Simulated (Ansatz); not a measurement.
A geometry of ZnCu away from equilibrium: step 12 of the relaxation of a generated cell, ZnCu built in the AFLOW prototype AB_hP2_187_d_a (B_h, as in WC). Method: PBEsol (plane waves to 420 eV, PAW, scalar-relativistic; Ansatz, a quantum-chemistry and plane-wave program). Γ-centred k-mesh 12×12×11 on the run's cell (coarser than for final values), Fermi–Dirac smearing 0.05 eV.

```xyz
2
Lattice="2.7115 0.0000 0.0000 -1.3557 2.3482 0.0000 0.0000 0.0000 3.8173" Properties=species:S:1:pos:R:3:forces:R:3 pbc="T T T" free_energy=-9869.746 pressure_GPa=5.0
Cu     0.0000     0.0000     0.0000    0.0000    0.0000    0.0000
Zn     1.3557     0.7827     1.9086    0.0000    0.0000    0.0000
```

Positions in Å, forces in eV/Å, free energy of the cell in eV (comparable only within this code, potentials and settings). Largest force: all forces are below 0.005 eV/Å; the geometry lies 0.04 eV/atom above the end of its relaxation.

No spin polarisation in the result.

The run could not lose the symmetry of its start; a randomly shaken copy of 4 atoms returns to this structure.

All atoms sit on sites fixed by symmetry, so only the cell could relax.

The end of the path is a generated cell of ZnCu: the first start was made by placing the elements on the sites of a structure type, and the end was not matched to a known phase here, so it may be hypothetical. Known forms of ZnCu include space group No. 221.
